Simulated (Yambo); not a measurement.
Yambo run on Ca₂Si (space group Fm-3m, No. 225). The wavefunctions are PBEsol (Quantum ESPRESSO, PseudoDojo norm-conserving, 68 Ry, without SOC) ones on a 4×4×4 mesh (12 occupied bands); a = b = c = 5.012 Å, α = β = γ = 60.00°.

Yambo input:

```
gw0
dyson
el_el_corr
HF_and_locXC
ppa
em1d
EXXRLvcs= 68 Ry
VXCRLvcs= 272 Ry
Chimod= "HARTREE"
% BndsRnXp
 3 | 164 |
%
NGsBlkXp= 8 Ry
% LongDrXp
 1.0 | 1.0 | 1.0 |
%
PPAPntXp= 27.2114 eV
% GbndRnge
 1 | 164 |
%
GTermKind= "BG"
DysSolver= "n"
ExtendOut
% QPkrange
 7 | 7 | 12 | 13 |
%
```

k points by index: 7 = X.

Table of the .qp output:

```
#    K-point    Band    Eo [eV]    E [eV]    E-Eo [eV]    Vxc [eV]    Vnlxc [eV]    Sc|Eo [eV]    Sc|E [eV]    dSc/dw|Eo [eV]    Re(Z)    Im(Z)
#
    7    12    0.000000    -0.511242    -0.511242    -9.954811    -11.26110    0.629542    0.795049    -8.807322    0.755474    -0.002076
    7    13    0.466472    0.612761    0.146289    -8.227981    -4.695429    -3.344491    -3.386263    -7.761540    0.778065    -0.001990
```
(The two width columns are left out.) Convergence of these settings isn't established.

Geometry relaxed with PBEsol.

The structure is a Materials Project entry; no match was found in the copy of COD used, and its stability was not checked.
